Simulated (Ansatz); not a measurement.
Theory: Ansatz 0.2.0, DFT PBE, scalar-relativistic, plane waves, PAW. All cells share a 420 eV cutoff and Γ-centred k meshes spaced at most about 0.3 Å⁻¹ (about 0.25 or finer for metals, 2π included). No spin polarisation in the final relaxations.

Temperature and zero-point effects are left out.

Compare these two cells of Sc2BSb3, each relaxed at this level.

1.

```
CELL_PARAMETERS angstrom
5.54704 0.00000 0.00000
-2.77352 4.80388 0.00000
0.00000 0.00000 9.62642
ATOMIC_POSITIONS crystal
Sc 0.00000 0.00000 0.78688
Sc 0.00000 0.00000 0.21312
B 0.00000 0.00000 0.00000
Sb 0.33333 0.66667 0.50000
Sb 0.66667 0.33333 0.50000
Sb 0.00000 0.00000 0.50000
```

2.

```
CELL_PARAMETERS angstrom
3.71389 0.00000 0.00000
0.00000 3.71389 0.00000
0.00000 0.00000 9.04472
ATOMIC_POSITIONS crystal
Sc 0.50000 0.00000 0.75675
Sc 0.00000 0.50000 0.24325
B 0.50000 0.50000 0.00000
Sb 0.50000 0.00000 0.39851
Sb 0.00000 0.50000 0.60149
Sb 0.00000 0.00000 0.00000
```

Task: Which form is favoured at zero pressure, and by what margin per atom?

Result: Cell 2 is lower, by 1.38 eV/atom. Cell 1 has space group P6/mmm (No. 191), 42.8 Å³/atom and no gap on its mesh; cell 2 has space group P-4m2 (No. 115), 20.8 Å³/atom and no gap. Counting B or Sb atoms around Sc (for each partner element, those within 1.25 times its shortest distance or 1.15 times the sum of covalent radii, where it is the nearest in units of that sum or under 1.3), cell 1 has Sc 2 and cell 2 has Sc 9. The denser one is the lower, and pressure would at first widen the difference. In cell 1, Sc is surrounded by 1 B at 2.05 Å and 1 Sb at 2.76 Å; B is surrounded by 2 Sc at 2.05 Å; around Sb on a site of symmetry -6m2 lie 6 Sb at 3.20 Å; 1 more site not described. In cell 2, Sc is surrounded by 2 B at 2.88 Å, 6 Sb at 2.88–2.98 Å, 1 Sb at 3.24 Å and 4 Sc at 3.71 Å; around B lie 4 Sb at 2.63 Å and 4 Sc at 2.88 Å; Sb on a site of symmetry 2mm has 4 Sc at 2.98 Å, 4 Sb at 3.20 Å and 1 Sc at 3.24 Å; 1 more site not described. Both come from invented guesses.

These runs have no spin–orbit coupling, which can matter for Sb. Cells relaxed within their symmetry can be saddle points.
